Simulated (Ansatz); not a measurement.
BAs:
```
BAs
1.0
    5.92213     0.00000     0.00000
    0.00000     5.92213     0.00000
    0.00000     0.00000     5.92213
B As
6 6
Direct
  0.25000   0.00000   0.50000
  0.50000   0.25000   0.00000
  0.50000   0.75000   0.00000
  0.75000   0.00000   0.50000
  0.00000   0.50000   0.75000
  0.00000   0.50000   0.25000
  0.25000   0.50000   0.00000
  0.00000   0.25000   0.50000
  0.00000   0.75000   0.50000
  0.75000   0.50000   0.00000
  0.50000   0.00000   0.75000
  0.50000   0.00000   0.25000
```

Relaxed with PBE. Special points in fractions of this cell's reciprocal vectors: Γ (0.000, 0.000, 0.000); X (0.000, 0.500, 0.000); M (0.500, 0.500, 0.000); R (0.500, 0.500, 0.500).

Q: List the band energies nearest the valence-band maximum at these points for PBE (plane waves, PAW; program Ansatz).

A: In eV from the valence-band maximum; about four levels below and three above (degenerate sets whole), none deeper than 8.9 eV; points with the same levels are listed once.

```tsv
k	below	above
Γ	-2.47 -2.47 -2.47 0.00 0.00 0.00	1.04 1.04 1.04
X	-1.14 -1.14 -0.78 -0.78	0.62 0.62 3.30 3.30
M	-1.74 -1.74 -1.15 -0.78	1.90 1.90 3.17 3.17
R	-2.45 -2.45 -2.45 -2.45	3.16 3.16 3.16 3.16 3.16 3.16
```

Space group Pm-3n. The start of the workflow was typed in or built on a structure type; neither database checked (COD, Materials Project) lists it. It is not the phase usual at ambient conditions (space group No. 216). The PBE relaxation kept the symmetry of its start; whether a distortion lowers the energy is not shown. Its formation energy is positive at this level, so the cell may be metastable or incomplete. Spin–orbit coupling is left out wherever it is not named.

Potentials: the earlier of the program's two PAW sets.
